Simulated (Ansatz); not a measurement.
# Data sheet: AlGaSb2 (DFT)

AlGaSb$_{2}$:
```
CELL_PARAMETERS angstrom
      2.16940     1.25251     7.08265
     -2.16940     1.25251     7.08265
      0.00000    -2.50501     7.08265
ATOMIC_POSITIONS crystal
  Al 0.99985 0.99985 0.99985
  Ga 0.50006 0.50006 0.50006
  Sb 0.12540 0.12540 0.12540
  Sb 0.62471 0.62471 0.62471
```

Space group R3m (No. 160); conventional cell a = 4.339 Å, b = 4.339 Å, c = 21.248 Å, α = 90.00°, β = 90.00°, γ = 120.00°.

Method: PBEsol in the plane-wave PAW code Ansatz. Geometry: relaxed at this level of theory. Other levels are named where they apply.

**Cell and energy**

```yaml
volume_per_atom: 28.87 Å³
density: 4.89 g/cm³
Formation energy from the elements (no fitted shifts): -0.12 eV/atom
```

**Electronic structure**

```yaml
band_gap: 0.29 eV (direct)
valence_band_maximum: at Γ
conduction_band_minimum: at Γ
electron_effective_mass: 0.027, 0.027, 0.038 mₑ (principal values)
Hole effective mass, band 1 of 2 at the edge: 0.43 along x, 0.75 along z (mₑ)
Hole effective mass, band 2 of 2 at the edge: 0.057 along x, 0.75 along z (mₑ)
HSE06 gap on the PBEsol cell: 1.04 eV
Gap with spin–orbit coupling: 0.09 eV
```

**Mechanics**

```yaml
Bulk modulus (Birch–Murnaghan fit): 52.5 GPa
Pressure derivative B′: 4.7
Elastic constants (relaxed ions, GPa): C11 = 98.0, C12 = 32.8, C13 = 27.3, C14 = -7.9, C33 = 104, C44 = 26.5
mechanical_stability: stable (all eigenvalues of C positive)
hill_bulk_and_shear_moduli: 52.7 and 30.1 GPa
Young's modulus: 75.8 GPa
Poisson's ratio: 0.26
debye_temperature_from_the_elastic_constants: 267 K
```

**Dielectric response**

```yaml
Electronic dielectric constant ε∞ (DFPT): 15.7 (xx = yy), 15.1 (zz)
Born charges (a third of the trace): Al +1.72, Ga +1.87, Sb -1.83 to -1.76 e
```

**Phonons**

```yaml
Highest zone-centre frequency (without LO–TO term): 316 cm⁻¹
zone_centre_stability: no imaginary mode at Γ
```

The first step of the workflow began from a Materials Project structure, measured or hypothetical; the Crystallography Open Database copy checked does not list it. With Al and Ga taken as one species the cell has the higher symmetry F-43m, so it may be an ordered model of a mixed-site phase. Its standing as an ambient phase is unchecked. Symmetry was held in the PBEsol relaxation. The references are the lowest solids computed at this level, not always the standard phases. Spin–orbit coupling is left out wherever it is not named.

Potentials: the later of the program's two PAW sets.
